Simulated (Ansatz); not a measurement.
Consider the following.

C12S13Zn4:
```xyz
58
Lattice="0.0000 12.6060 12.6060 12.6060 0.0000 12.6060 12.6060 12.6060 0.0000" Properties=species:S:1:pos:R:3 pbc="T T T"
S      6.3030     6.3030     6.3030
S     18.9090    18.9090    18.9090
Zn     7.6045     7.6045     7.6045
Zn     5.0015     5.0015     7.6045
Zn     5.0015     7.6045     5.0015
Zn     7.6045     5.0015     5.0015
Zn    20.2105    20.2105    17.6075
Zn    17.6075    17.6075    17.6075
Zn    20.2105    17.6075    20.2105
Zn    17.6075    20.2105    20.2105
S      7.4174     5.1886     2.6672
S      5.1886     7.4174     2.6672
S      5.1886     5.1886     9.9388
S      7.4174     7.4174     9.9388
S      2.6672     7.4174     5.1886
S      2.6672     5.1886     7.4174
S      9.9388     5.1886     5.1886
S      9.9388     7.4174     7.4174
S      5.1886     2.6672     7.4174
S      7.4174     2.6672     5.1886
S      5.1886     9.9388     5.1886
S      7.4174     9.9388     7.4174
S     17.7946    20.0234    22.5448
S     20.0234    17.7946    22.5448
S     17.7946    17.7946    15.2733
S     20.0234    20.0234    15.2733
S     20.0234    15.2733    20.0234
S     17.7946    15.2733    17.7946
S     17.7946    22.5448    20.0234
S     20.0234    22.5448    17.7946
S     15.2733    17.7946    17.7946
S     15.2733    20.0234    20.0234
S     22.5448    17.7946    20.0234
S     22.5448    20.0234    17.7946
C      6.3030     6.3030     2.0226
C      6.3030     6.3030    10.5834
C      2.0226     6.3030     6.3030
C     10.5834     6.3030     6.3030
C      6.3030     2.0226     6.3030
C      6.3030    10.5834     6.3030
C     18.9090    18.9090    23.1894
C     18.9090    18.9090    14.6287
C     18.9090    14.6287    18.9090
C     18.9090    23.1894    18.9090
C     14.6287    18.9090    18.9090
C     23.1894    18.9090    18.9090
C      6.3030     6.3030     0.6119
C      6.3030     6.3030    11.9941
C      0.6119     6.3030     6.3030
C     11.9941     6.3030     6.3030
C      6.3030     0.6119     6.3030
C      6.3030    11.9941     6.3030
C     18.9090    18.9090    24.6001
C     18.9090    18.9090    13.2179
C     18.9090    13.2179    18.9090
C     18.9090    24.6001    18.9090
C     13.2179    18.9090    18.9090
C     24.6001    18.9090    18.9090
```

This is the PBE+D3(BJ)-relaxed structure.

**Question.** All from PBE+D3(BJ) (plane waves, PAW; program Ansatz), unless another level is named. Predict the hole effective mass, band 2 of 3 at the edge.

**Answer.** 0.94 along [100], 0.98 along [110], 0.97 along [111] (mₑ).

**Question.** What about the band gap?

**Answer.** 1.28 eV (smallest direct gap 1.28 eV).

**Question.** Next, the hole effective mass, band 1 of 3 at the edge?

**Answer.** 16 along [110], 14 along [111] (mₑ).

**Question.** What about the valence-band maximum?

**Answer.** at Γ.

Space group Fm-3m. A made-up cell: these elements were put on the sites of a structure type; neither database checked (COD, Materials Project) lists it. Whether it is the stable phase at ambient conditions was not checked. The cell was relaxed with PBE+D3(BJ) under the symmetry of its start; its stability against distortions is not shown here.

Potentials: the later of the program's two PAW sets.
